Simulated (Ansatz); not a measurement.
TiC: from a starting cell to a relaxed one

The start is a relaxed TiC cell, doubled along one cell vector, shaken by Gaussian noise of σ = 0.08 Å a coordinate. Cell shape, volume and atoms are optimised at zero target pressure with PBE (plane waves to 420 eV, PAW, scalar-relativistic; Ansatz, an electronic-structure program). First-step values are on the input's coarse k-mesh.

Ansatz input (later rounds restart from its end on a renewed k-mesh):
Ansatz 0.2 input:
```yaml
crystal:
  lattice:
    - [-2.823287914, 2.823287914, 10.7161076976]
    - [1.411643957, -1.411643957, 5.3580538488]
    - [1.411643957, 1.411643957, -5.3580538488]
  atoms:
    - { symbol: Ti, position: [0.1255803622, 0.2613418323, -0.0112318814] }
    - { symbol: Ti, position: [0.6275948741, 0.2803773638, 0.0064764998] }
    - { symbol: Ti, position: [-0.007979832, 0.5108937304, 0.4779069098] }
    - { symbol: Ti, position: [0.4999185174, 0.5295179782, 0.4983838219] }
    - { symbol: C, position: [0.3212902516, 0.6439036256, -0.0365653498] }
    - { symbol: C, position: [0.8191085146, 0.6739690135, -0.008050519] }
    - { symbol: C, position: [0.2025208898, 0.9244644458, 0.4598123105] }
    - { symbol: C, position: [0.7142411525, 0.9190003359, 0.5327406631] }
basis: { ecutwfc: 420, ecutrho_ratio: 4, xc_grid: 2, fft_grid_basis: typed }
kpoints: { mp_grid: { grid: [4, 8, 11] } }
hamiltonian:
  xc: pbe
  dispersion: none
  pseudopotentials: { azcp: { folder: ./paw }, kind: paw }
scf: { occupations: { method: fermi_dirac, width: 0.05 } }
relax: { f_tol: 0.01, max_steps: 100, cell: { stress_tol: 0.02 } }
output: { forces: true, stress: true }
```

| Quantity | Result |
|---|---|
| Initial pressure | +2 GPa (positive: the cell is compressed) |
| Largest initial force | about 2.1 eV/Å, on C7 (atoms numbered as listed) |
| Energy released | 0.76 eV/atom |
| Volume change | -4.8 %, from 10.68 to 10.17 Å³/atom |
| Relative to the parent | It does not go back: it reaches Fm-3m (No. 225), rock salt type, 0.71 eV/atom below the parent |
| Optimiser moves | 20 |

Relaxed structure:

Space group Fm-3m (No. 225); a = 4.333 Å, b = 4.333 Å, c = 4.333 Å, α = 90.00°, β = 90.00°, γ = 90.00°

```
atom  site  symmetry       x       y       z
----  ----  --------  ------  ------  ------
Ti      4b      m-3m  0.5000  0.5000  0.5000
C       4a      m-3m  0.0000  0.0000  0.0000
```
(The calculation used a cell of 2 atoms; values per cell refer to that cell.)

Final values are on a 18×18×18 k-mesh of the relaxed cell. No spin polarisation in the result.

Of the parent cell (I4₁md (No. 109)): it is a generated cell of TiC: the first start was made by placing the elements on the sites of a structure type, and the end was not matched to a known phase here, so it may be hypothetical. Known forms of TiC include space group No. 225.
